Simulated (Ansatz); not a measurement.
# SrGeAu$_{3}$: computed property card

SrGeAu₃:
```cif
data_Au6Ge2Sr2
_chemical_formula_sum 'Au6 Ge2 Sr2'
_space_group_name_H-M_alt 'P 1'
_space_group_IT_number 1
_cell_length_a 6.20001
_cell_length_b 6.20001
_cell_length_c 5.57972
_cell_angle_alpha 90.000
_cell_angle_beta 90.000
_cell_angle_gamma 90.000
loop_
_space_group_symop_operation_xyz
  'x, y, z'
loop_
_atom_site_label
_atom_site_type_symbol
_atom_site_fract_x
_atom_site_fract_y
_atom_site_fract_z
_atom_site_occupancy
Au1 Au 0.25000 0.25000 0.50000 1
Au2 Au 0.25000 0.75000 0.50000 1
Au3 Au 0.75000 0.75000 0.50000 1
Au4 Au 0.75000 0.25000 0.50000 1
Au5 Au 0.50000 0.00000 0.82075 1
Au6 Au 0.00000 0.50000 0.17925 1
Ge1 Ge 0.50000 0.00000 0.26173 1
Ge2 Ge 0.00000 0.50000 0.73827 1
Sr1 Sr 0.50000 0.50000 0.00000 1
Sr2 Sr 0.00000 0.00000 0.00000 1
```

Space group P4/nmm (No. 129); conventional cell a = b = 6.200 Å, c = 5.580 Å, α = β = γ = 90.00°.

Method: PBEsol in the plane-wave PAW code Ansatz. Geometry: relaxed at this level of theory. Other levels are named where they apply.

### Cell and energy

Volume per atom: 21.45 Å³
Density: 11.63 g/cm³
Formation energy from the elements (no fitted shifts): -50 kJ/mol-atom

### Electronic structure

* **Electronic character**: metallic (no gap)
* **Density of states at the Fermi level**: 0.49 states/eV per atom (mean over ±0.08 eV)
* **Gap with spin–orbit coupling**: none (metallic)

### Mechanics

* **Bulk modulus (Birch–Murnaghan fit)**: 803 kbar
* **Pressure derivative B′**: 5.6

### Charges

- Bader charges: Au -0.68 to -0.49, Ge +0.24 to +0.25, Sr +1.42 e

The measured cell (COD 4117645, doi:10.1021/ja211625w; 295 K, pressure taken as ambient) has 21.63 Å³ per atom; the computed volume differs by -0.8 %, which includes thermal expansion and zero-point motion.

The workflow started from an entry of the Crystallography Open Database (COD, 295 K). Its standing as an ambient phase is unchecked. The cell was relaxed with PBEsol under the symmetry of its start; its stability against distortions is not shown here. The references are the lowest solids computed at this level, not always the standard phases. Scalar-relativistic: spin–orbit coupling is off unless named, which matters more the heavier the elements.

Potentials: the later of the program's two PAW sets.
